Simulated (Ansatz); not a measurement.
# SnSeS, first-principles data

SnSeS:
```
SnSeS
1.0
    3.71600     0.00000     0.00000
   -1.85800     3.21815     0.00000
    0.00000     0.00000     5.79767
Sn Se S
1 1 1
Direct
  0.33333   0.66667   0.00800
  0.00000   0.00000   0.73349
  0.66667   0.33333   0.25851
```

Space group P3m1 (No. 156); conventional cell a = b = 3.7160 Å, c = 5.7977 Å, α = β = 90.00°, γ = 120.00°.

Method: plane-wave PAW LDA (Ansatz code). Structure relaxed to zero pressure with the same functional. Other levels are named where they apply.

**Cell and energy**

```
Property                                                       Value
-----------------------------------------------------  -------------
Volume per atom                                             23.11 Å³
Density                                                   5.50 g/cm³
Formation energy from the elements (no fitted shifts)  -0.36 eV/atom
```

**Electronic structure**

```
Property                                                                                                                       Value
----------------------------------------  ------------------------------------------------------------------------------------------
Band gap                                                                                                          0.56 eV (indirect)
Valence-band maximum                                                                         on the K–Γ line, 81 % of the way from K
Conduction-band minimum                   off the standard path, at k = (0.000, 0.438, 0.331) in fractions of the reciprocal vectors
Smallest direct gap on the standard path                                                                                     1.08 eV
Electron effective mass                                                                       0.19, 0.26, 0.66 mₑ (principal values)
Hole effective mass                                                                             0.24, 1.7, 2.2 mₑ (principal values)
```

**Mechanics**

```
Quantity                               Value
----------------------------------  --------
Bulk modulus (Birch–Murnaghan fit)  28.9 GPa
Pressure derivative B′                  12.4
```

**Phonons**

```
Item                                                                Result
--------------------------------------------------  ----------------------
Highest zone-centre frequency (without LO–TO term)                308 cm⁻¹
Zone-centre stability                               no imaginary mode at Γ
```

The first step of the workflow began from a Materials Project structure, measured or hypothetical; the Crystallography Open Database copy checked does not list it. With Se and S taken as one species the cell has the higher symmetry P-3m1, so it may be an ordered model of a mixed-site phase. Whether it is the stable phase at ambient conditions was not checked. Symmetry was held in the LDA relaxation. A crystal of weakly bound layers computed without a dispersion correction: the cell and the soft elastic constants depend strongly on that. The references are the lowest solids computed at this level, not always the standard phases. Spin–orbit coupling is left out wherever it is not named.

Potentials: the later of the program's two PAW sets.
